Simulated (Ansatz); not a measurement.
AlNi (CsCl type, Pm-3m) at seven volumes, the program Ansatz at the r²SCAN level (PAW), scaled uniformly. One row is withheld.

```json
[
 {"V (Å³/atom)": "10.681", "P (GPa)": "20.37"},
 {"V (Å³/atom)": "11.034", "P (GPa)": "?"},
 {"V (Å³/atom)": "11.386", "P (GPa)": "5.73"},
 {"V (Å³/atom)": "11.738", "P (GPa)": "0.00"},
 {"V (Å³/atom)": "12.090", "P (GPa)": "-4.90"},
 {"V (Å³/atom)": "12.442", "P (GPa)": "-9.07"},
 {"V (Å³/atom)": "12.794", "P (GPa)": "-12.63"}
]
```

Question: Fit the shown pressures and predict the withheld one.

Answer: P = (3/2)B₀(x^(7/2) − x^(5/2))[1 + (3/4)(B′ − 4)(x − 1)] with x = (V₀/V)^(2/3). Least squares on the six rows gives V₀ = 11.738 Å³/atom, B₀ = 176 GPa, B′ = 4.29. At V = 11.034, x = 1.0421 and P = 12.43 GPa. The run itself gave 12.46 GPa.

The cell was relaxed with r²SCAN under the symmetry of its start. The workflow began spin-polarised and lost its moments. The cell computed holds one magnetic atom, so no antiferromagnetic order was within reach.

Potentials: the later of the program's two PAW sets.
